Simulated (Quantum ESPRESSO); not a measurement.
# Si3PC3B: finding a planted mistake in a log

Computed values, not a measurement. The program is pw.x of Quantum ESPRESSO 7.5 (plane-wave density functional theory). The cell is made up: 8 atoms on a zincblende/diamond lattice, with randomly drawn elements, strain and displacements, not relaxed. PseudoDojo standard norm-conserving files (v0.5 for PBE, v0.4.1 for LDA and PBEsol) set the functional; there is no spin polarisation, spin-orbit coupling or dispersion term, and the masses in the input are unused placeholders.

Intended input:

```
&control calculation='scf', pseudo_dir='./dojo.nc.sr.pbe.v0_5.standard.upf', outdir='./o', disk_io='medium', tprnfor=.true., tstress=.true. /
&system ibrav=0, nat=8, ntyp=4, nbnd=22, ecutwfc=82.02448710, nosym=.true., tot_charge=0,
 occupations='smearing', smearing='fd', degauss=0.0018374661
/
&electrons conv_thr=7.350e-09, electron_maxstep=60, /
ATOMIC_SPECIES
B 1.0 B.upf
C 1.0 C.upf
P 1.0 P.upf
Si 1.0 Si.upf
CELL_PARAMETERS angstrom
4.4905 0.0 0.0
0.0 4.4905 0.0
0.0 0.0 4.4905
ATOMIC_POSITIONS angstrom
Si 0.0002 -0.0787 -0.0343
Si 0.0121 2.2361 2.2384
Si 2.181 0.0004 2.2779
P 2.2316 2.2255 0.0766
C 1.1241 1.0813 1.0293
C 1.197 3.3631 3.3987
B 3.326 1.1434 3.3568
C 3.3127 3.3508 1.1158
K_POINTS automatic
4 4 4 1 1 1
```

The log is shortened where brackets say so; the opening notice, blank lines, dates and the lines on written files are dropped, and the path of the files is cut. It prints rydbergs, bohrs and kilobars, and counts compression as positive stress. Where no state is partly filled, the Fermi energy that it prints is only some level between the filled and the empty states on the mesh, and need not lie in the true gap.

Log of the intended run:

```
     Program PWSCF v.7.5
     Parallel version (MPI & OpenMP), running on       1 processor cores
     Number of MPI processes:                 1
     Threads/MPI process:                     1
     [start-up lines left out]
     bravais-lattice index     =            0
     lattice parameter (alat)  =       8.4858  a.u.
     unit-cell volume          =     611.0556 (a.u.)^3
     number of atoms/cell      =            8
     number of atomic types    =            4
     number of electrons       =        32.00
     number of Kohn-Sham states=           22
     kinetic-energy cutoff     =      82.0245  Ry
     charge density cutoff     =     328.0979  Ry
     scf convergence threshold =      7.3E-09
     mixing beta               =       0.7000
     number of iterations used =            8  plain     mixing
     Exchange-correlation= PBE
                           (   1   4   3   4   0   0   0)
     [axes and pseudopotential details left out]
   Cartesian axes
     site n.     atom                  positions (alat units)
         1        Si     tau(   1) = (   0.0000445  -0.0175259  -0.0076383  )
         2        Si     tau(   2) = (   0.0026946   0.4979624   0.4984746  )
         3        Si     tau(   3) = (   0.4856920   0.0000891   0.5072709  )
         4        P      tau(   4) = (   0.4969602   0.4956018   0.0170582  )
         5        C      tau(   5) = (   0.2503285   0.2407972   0.2292172  )
         6        C      tau(   6) = (   0.2665627   0.7489366   0.7568645  )
         7        B      tau(   7) = (   0.7406748   0.2546264   0.7475337  )
         8        C      tau(   8) = (   0.7377129   0.7461975   0.2484801  )
     number of k points=    32  Fermi-Dirac smearing, width (Ry)=  0.0018
                       cart. coord. in units 2pi/alat
        k(    1) = (   0.1250000   0.1250000   0.1250000), wk =   0.0625000
        k(    2) = (   0.1250000   0.1250000   0.3750000), wk =   0.0625000
     [further k points left out]
     Dense  grid:    61445 G-vectors     FFT dimensions: (  50,  50,  50)
     Estimated max dynamical RAM per process >      70.73 MB
     Initial potential from superposition of free atoms
     starting charge      31.9976, renormalised to      32.0000
     Starting wfcs are   32 randomized atomic wfcs
     total cpu time spent up to now is        3.2 secs
     per-process dynamical memory:    53.9 Mb
     Self-consistent Calculation
     iteration #  1     ecut=    82.02 Ry     beta= 0.70
     Davidson diagonalization with overlap
     ethr =  1.00E-02,  avg # of iterations =  4.1
     total cpu time spent up to now is       10.2 secs
     total energy              =     -80.77288748 Ry
     estimated scf accuracy    <       1.37537452 Ry
     iteration #  2     ecut=    82.02 Ry     beta= 0.70
     Davidson diagonalization with overlap
     ethr =  4.30E-03,  avg # of iterations =  2.0
     total cpu time spent up to now is       16.5 secs
     total energy              =     -81.17353716 Ry
     estimated scf accuracy    <       0.50493554 Ry
     [iterations 3 to 10 left out]
     iteration # 11     ecut=    82.02 Ry     beta= 0.70
     Davidson diagonalization with overlap
     ethr =  1.88E-10,  avg # of iterations =  1.7
     total cpu time spent up to now is       81.2 secs
     total energy              =     -81.25627795 Ry
     estimated scf accuracy    <          7.6E-09 Ry
     iteration # 12     ecut=    82.02 Ry     beta= 0.70
     Davidson diagonalization with overlap
     ethr =  2.38E-11,  avg # of iterations =  2.6
     total cpu time spent up to now is       88.4 secs
     End of self-consistent calculation
     [lines on levels left out]
     the Fermi energy is     9.7019 ev
!    total energy              =     -81.25627795 Ry
     estimated scf accuracy    <          6.9E-11 Ry
     smearing contrib. (-TS)   =      -0.00000000 Ry
     internal energy E=F+TS    =     -81.25627795 Ry
     The total energy is F=E-TS. E is the sum of the following terms:
     one-electron contribution =      20.50963073 Ry
     hartree contribution      =       8.75006961 Ry
     xc contribution           =     -28.93038412 Ry
     ewald contribution        =     -81.58559418 Ry
     convergence has been achieved in  12 iterations
     Forces acting on atoms (cartesian axes, Ry/au):
     atom    1 type  4   force =    -0.02961625    0.03553581   -0.00658475
     atom    2 type  4   force =    -0.00392279   -0.00427566   -0.00726557
     atom    3 type  4   force =     0.04704222    0.00635291   -0.03815403
     atom    4 type  3   force =     0.02980243   -0.00942356   -0.06478486
     atom    5 type  2   force =    -0.01404802    0.02844460    0.05403107
     atom    6 type  2   force =    -0.04723769   -0.04893702    0.01202059
     atom    7 type  1   force =     0.00844734    0.00103590    0.03686587
     atom    8 type  2   force =     0.00953275   -0.00873298    0.01387167
     Total force =     0.147107     Total SCF correction =     0.000011
     Computing stress (Cartesian axis) and pressure
          total   stress  (Ry/bohr**3)                   (kbar)     P=      -77.18
  -0.00052133   0.00009804  -0.00003546          -76.69       14.42       -5.22
   0.00009804  -0.00053627  -0.00004430           14.42      -78.89       -6.52
  -0.00003546  -0.00004430  -0.00051642           -5.22       -6.52      -75.97
     init_run     :      3.06s CPU      3.12s WALL (       1 calls)
     electrons    :     71.73s CPU     85.24s WALL (       1 calls)
     forces       :      1.11s CPU      1.14s WALL (       1 calls)
     stress       :      4.13s CPU      4.16s WALL (       1 calls)
     [timing details left out]
     PWSCF        :   1m20.12s CPU   1m33.78s WALL
     JOB DONE.
```

A second run was made from an input with one planted mistake. Its log:

```
     Program PWSCF v.7.5
     Parallel version (MPI & OpenMP), running on       1 processor cores
     Number of MPI processes:                 1
     Threads/MPI process:                     1
     [start-up lines left out]
     bravais-lattice index     =            0
     lattice parameter (alat)  =       8.4858  a.u.
     unit-cell volume          =     611.0556 (a.u.)^3
     number of atoms/cell      =            8
     number of atomic types    =            4
     number of electrons       =        32.00
     number of Kohn-Sham states=           22
     kinetic-energy cutoff     =      82.0245  Ry
     charge density cutoff     =     328.0979  Ry
     scf convergence threshold =      7.3E-09
     mixing beta               =       0.7000
     number of iterations used =            8  plain     mixing
     Exchange-correlation= PBE
                           (   1   4   3   4   0   0   0)
     [axes and pseudopotential details left out]
   Cartesian axes
     site n.     atom                  positions (alat units)
         1        Si     tau(   1) = (   0.0000445  -0.0175259  -0.0076383  )
         2        Si     tau(   2) = (   0.0026946   0.4979624   0.4984746  )
         3        Si     tau(   3) = (   0.4856920   0.0000891   0.5072709  )
         4        C      tau(   4) = (   0.4969602   0.4956018   0.0170582  )
         5        P      tau(   5) = (   0.2503285   0.2407972   0.2292172  )
         6        C      tau(   6) = (   0.2665627   0.7489366   0.7568645  )
         7        B      tau(   7) = (   0.7406748   0.2546264   0.7475337  )
         8        C      tau(   8) = (   0.7377129   0.7461975   0.2484801  )
     number of k points=    32  Fermi-Dirac smearing, width (Ry)=  0.0018
                       cart. coord. in units 2pi/alat
        k(    1) = (   0.1250000   0.1250000   0.1250000), wk =   0.0625000
        k(    2) = (   0.1250000   0.1250000   0.3750000), wk =   0.0625000
     [further k points left out]
     Dense  grid:    61445 G-vectors     FFT dimensions: (  50,  50,  50)
     Estimated max dynamical RAM per process >      70.73 MB
     Initial potential from superposition of free atoms
     starting charge      31.9976, renormalised to      32.0000
     Starting wfcs are   32 randomized atomic wfcs
     total cpu time spent up to now is        3.1 secs
     per-process dynamical memory:    53.9 Mb
     Self-consistent Calculation
     iteration #  1     ecut=    82.02 Ry     beta= 0.70
     Davidson diagonalization with overlap
     ethr =  1.00E-02,  avg # of iterations =  4.2
     total cpu time spent up to now is       11.0 secs
     total energy              =     -80.53490885 Ry
     estimated scf accuracy    <       0.88277794 Ry
     iteration #  2     ecut=    82.02 Ry     beta= 0.70
     Davidson diagonalization with overlap
     ethr =  2.76E-03,  avg # of iterations =  2.8
     total cpu time spent up to now is       18.1 secs
     total energy              =     -80.64578413 Ry
     estimated scf accuracy    <       0.82023836 Ry
     [iterations 3 to 9 left out]
     iteration # 10     ecut=    82.02 Ry     beta= 0.70
     Davidson diagonalization with overlap
     ethr =  1.52E-09,  avg # of iterations =  2.0
     total cpu time spent up to now is       73.6 secs
     total energy              =     -80.84037129 Ry
     estimated scf accuracy    <       0.00000005 Ry
     iteration # 11     ecut=    82.02 Ry     beta= 0.70
     Davidson diagonalization with overlap
     ethr =  1.45E-10,  avg # of iterations =  4.0
     total cpu time spent up to now is       79.9 secs
     End of self-consistent calculation
     [lines on levels left out]
     the Fermi energy is     9.2696 ev
!    total energy              =     -80.84037131 Ry
     estimated scf accuracy    <          5.9E-09 Ry
     smearing contrib. (-TS)   =      -0.00000230 Ry
     internal energy E=F+TS    =     -80.84036901 Ry
     The total energy is F=E-TS. E is the sum of the following terms:
     one-electron contribution =      21.56839648 Ry
     hartree contribution      =       8.06202719 Ry
     xc contribution           =     -28.85628650 Ry
     ewald contribution        =     -81.61450617 Ry
     convergence has been achieved in  11 iterations
     Forces acting on atoms (cartesian axes, Ry/au):
     atom    1 type  4   force =    -0.21071388   -0.17686084   -0.17920748
     atom    2 type  4   force =    -0.13972192    0.14483959    0.13645791
     atom    3 type  4   force =     0.20396138   -0.17296448    0.14059369
     atom    4 type  2   force =     0.09214415    0.06752130   -0.10023302
     atom    5 type  3   force =     0.12401287    0.21120216   -0.08305678
     atom    6 type  2   force =    -0.02407776   -0.07558482    0.03472884
     atom    7 type  1   force =    -0.02449029    0.04127894    0.07046380
     atom    8 type  2   force =    -0.02111455   -0.03943184   -0.01974694
     Total force =     0.604433     Total SCF correction =     0.000073
     Computing stress (Cartesian axis) and pressure
          total   stress  (Ry/bohr**3)                   (kbar)     P=      109.26
   0.00065286  -0.00000782   0.00044266           96.04       -1.15       65.12
  -0.00000782   0.00071991   0.00018826           -1.15      105.90       27.69
   0.00044266   0.00018826   0.00085535           65.12       27.69      125.83
     init_run     :      2.95s CPU      3.03s WALL (       1 calls)
     electrons    :     63.35s CPU     76.81s WALL (       1 calls)
     forces       :      1.11s CPU      1.12s WALL (       1 calls)
     stress       :      3.96s CPU      3.99s WALL (       1 calls)
     [timing details left out]
     PWSCF        :   1m11.46s CPU   1m25.09s WALL
     JOB DONE.
```

Question: what was wrong in the second input?

Answer: two atoms have their elements exchanged. The input lines that differ, file-writing options aside:

```
- P 2.2316 2.2255 0.0766
+ C 2.2316 2.2255 0.0766
- C 1.1241 1.0813 1.0293
+ P 1.1241 1.0813 1.0293
```

|  | intended run | run with the mistake |
| --- | --- | --- |
| free energy (eV) | -1105.548 | -1099.889 |
| smearing term -TS (eV) | 0.0000 | 0.0000 |
| pressure (GPa) | -7.72 | 10.93 |
| largest force component (eV/Å) | 1.666 | 5.430 |
| largest change of a force component (eV/Å) |  | 5.461 |
| iterations | 12 | 11 |

For scale, a rerun of the intended cell at 1347 eV and a 6 x 6 x 6 mesh moved values by no more than 0.008 eV in energy, 0.04 GPa in stress and 0.002 eV/Å in force.